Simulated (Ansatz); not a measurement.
# HfGeTe: strain energy, fitted

HfGeTe, P4/nmm, a = 3.838 Å, c = 8.444 Å. The structure is a COD entry; whether it is the stable form wasn't checked. Ansatz: PBEsol, PAW, 420 eV, Γ-centred 10×10×4 mesh on 6 atoms, Gaussian smearing 0.10 eV; no spin polarisation. Series: strain along c alone, the other axes held, atoms relaxed; x is the strain in per cent. y is the free energy over the unstrained cell, V0 = 20.730 Å³/atom.

```
x (%) y (meV/atom)
 -4.5         25.93
 -3.0         10.69
 -1.5          2.47
  0.0          0.00
  1.5          1.90
  3.0          6.80
  4.5             ?
```

Question: Fit y = c2 x² + c3 x³ to the other rows, turn c2 into a modulus, and predict the missing energy.

Answer: Least squares on the rows shown. y = 0.96735 x² − 0.069987 x³. In eV per unit strain² c2 is 9.674; this is C33 with relaxed ions (E = ½ C33 V0 ε²): 2 × 9.674 × 160.2 / (20.730) = 150 GPa. At x = 4.5 the fit asked for gives 13.21 meV/atom. The run gave 12.75 meV/atom, so the fit is 0.46 meV/atom too high, 1.8 % of the span of the series, against an rms of 0.06 meV/atom on the fitted rows. The row lies outside the fitted range. With a term in x⁴ added, a fit to the same known rows predicts 12.80 meV/atom, so most of the miss is curvature that the known rows already hold.

Spin–orbit coupling is left out, which can shift energies with elements as heavy as these.